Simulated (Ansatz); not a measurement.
Li₃Pb in space group Fm-3m (No. 225; Pb on 4a, Li on 4b, Li on 8c) at seven volumes, the program Ansatz at the r²SCAN level (PAW), scaled uniformly. One row is withheld.

| V (Å³/atom) | P (GPa) |
|---|---|
| 16.870 | 3.08 |
| 17.426 | ? |
| 17.982 | 0.87 |
| 18.538 | -0.01 |
| 19.094 | -0.77 |
| 19.650 | -1.42 |
| 20.206 | -1.98 |

### Question
Fit the shown pressures and predict the withheld one.

### Answer
P = (3/2)B₀(x^(7/2) − x^(5/2))[1 + (3/4)(B′ − 4)(x − 1)] with x = (V₀/V)^(2/3). Least squares on the six rows gives V₀ = 18.531 Å³/atom, B₀ = 27.2 GPa, B′ = 3.99. At V = 17.426, x = 1.0418 and P = 1.89 GPa. The run itself gave 1.89 GPa.

The workflow started from an entry of the Crystallography Open Database (COD). Whether it is the stable phase at ambient conditions was not checked. Symmetry was held in the r²SCAN relaxation; whether a distortion lowers the energy is not shown. Scalar-relativistic: spin–orbit coupling is off unless named, which matters more the heavier the elements.

Potentials: the later of the program's two PAW sets.
